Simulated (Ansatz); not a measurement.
Li:
```
CELL_PARAMETERS angstrom
      0.00000     2.11680     2.11680
      2.11680     0.00000     2.11680
      2.11680     2.11680     0.00000
ATOMIC_POSITIONS crystal
  Li 0.00000 0.00000 0.00000
```

Relaxed with LDA. Special points in fractions of this cell's reciprocal vectors: Γ (0.000, 0.000, 0.000); X (0.500, 0.000, 0.500); U (0.625, 0.250, 0.625); K (0.375, 0.375, 0.750); L (0.500, 0.500, 0.500); W (0.500, 0.250, 0.750).

Problem. List the band energies nearest the Fermi level at these points for LDA in the plane-wave PAW code Ansatz.

Solution. In eV from the Fermi level; about four levels below and three above (degenerate sets whole), none deeper than 8.9 eV; … stands for higher levels left out; points with the same levels are listed once.

| k | below | above |
|---|---|---|
| Γ | -3.58 | … |
| X | – | 1.55 5.01 … |
| U | – | 2.58 3.16 … |
| L | -0.05 | 3.18 … |
| W | – | 3.60 3.60 … |

Space group Fm-3m (fcc (Cu type)). The workflow started from a Materials Project entry (that database holds measured and hypothetical structures alike); the Crystallography Open Database files this formula in space group No. 225, but the cells were not matched. It is not the phase usual at ambient conditions (space group No. 229). The cell was relaxed with LDA under the symmetry of its start; phonons on a q-mesh show no instability.

Potentials: the later of the program's two PAW sets.
